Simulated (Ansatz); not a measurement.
**A trial form of Mo2F3**

Method: Ansatz, DFT PBE, scalar-relativistic, plane waves, PAW. Cutoff 420 eV, Gaussian smearing, Γ-centred meshes. Cell and atoms relax first on a coarse mesh and then on a finer one. In between, the cell is made exact in the group found at 0.06 Å. In metals the finer mesh still leaves noise of several meV/atom or more. The steps can't lower the symmetry of their start. Collinear spin, starting moments Mo 1.0 (×2) μB; they died out on the coarse mesh, so the last step has no spin.

The cell of Mo2F3 is invented: random cell by space group and Wyckoff sites (P6/mmm, No. 191). Lengths were set from tabulated atomic sizes, so they are only a guess.

```cif
data_structure
_symmetry_space_group_name_H-M 'P6/mmm'
_symmetry_Int_Tables_number 191
_cell_length_a 4.4986
_cell_length_b 4.4986
_cell_length_c 4.8368
_cell_angle_alpha 90.000
_cell_angle_beta 90.000
_cell_angle_gamma 120.000
_cell_volume 84.77
loop_
_atom_site_label
_atom_site_type_symbol
_atom_site_symmetry_multiplicity
_atom_site_Wyckoff_symbol
_atom_site_fract_x
_atom_site_fract_y
_atom_site_fract_z
_atom_site_occupancy
Mo1 Mo 2 c 0.33333 0.66667 0.00000 1
F1 F 1 a 0.00000 0.00000 0.00000 1
F2 F 2 d 0.33333 0.66667 0.50000 1
```

Energies over the elements count from the elements' standard structures at the same level (F₂ as a molecule), with no fitted energy shifts.

Question: Where does the relaxation end?

Answer: The symmetry stays P6/mmm (No. 191). The volume per atom shrinks by 17.7 %, from 17.0 to 13.9 Å³. The shortest distance goes from 2.42 Å (Mo–F) to 2.04 Å (Mo–F). The ratio c/a of the conventional cell changes by a factor of 0.85. The energy falls by about 0.47 eV/atom (the start's value is from the coarse mesh). Conventional cell: a = 4.447 Å, c = 4.072 Å. Mo is surrounded by 2 F at 2.04 Å, 3 Mo at 2.57 Å and 3 F at 2.57 Å; F on a site of symmetry 6/mmm is surrounded by 6 Mo at 2.57 Å; F on a site of symmetry -6m2 is surrounded by 2 Mo at 2.04 Å and 3 F at 2.57 Å.

```cif
data_structure
_symmetry_space_group_name_H-M 'P 1'
_symmetry_Int_Tables_number 1
_cell_length_a 4.4472
_cell_length_b 4.4472
_cell_length_c 4.0723
_cell_angle_alpha 90.000
_cell_angle_beta 90.000
_cell_angle_gamma 120.000
_cell_volume 69.75
loop_
_atom_site_label
_atom_site_type_symbol
_atom_site_fract_x
_atom_site_fract_y
_atom_site_fract_z
_atom_site_occupancy
Mo1 Mo 0.33333 0.66667 0.00000 1
Mo2 Mo 0.66667 0.33333 0.00000 1
F1 F 0.00000 0.00000 0.00000 1
F2 F 0.33333 0.66667 0.50000 1
F3 F 0.66667 0.33333 0.50000 1
```

Question: Give its energy and gap.

Answer: The energy over the elements is −1.16 eV/atom and the gap on the 12×12×10 mesh of the 5-atom cell is 0 eV (a metal).

Whether it is stable depends on the other phases of the system, which aren't compared here.

The last run used Gaussian smearing of 0.10 eV. An odd number of electrons in the primitive cell allows no gap without spin; a larger cell or a magnetic state could open one. Symmetry constrained the relaxation, so the result can be a saddle point.
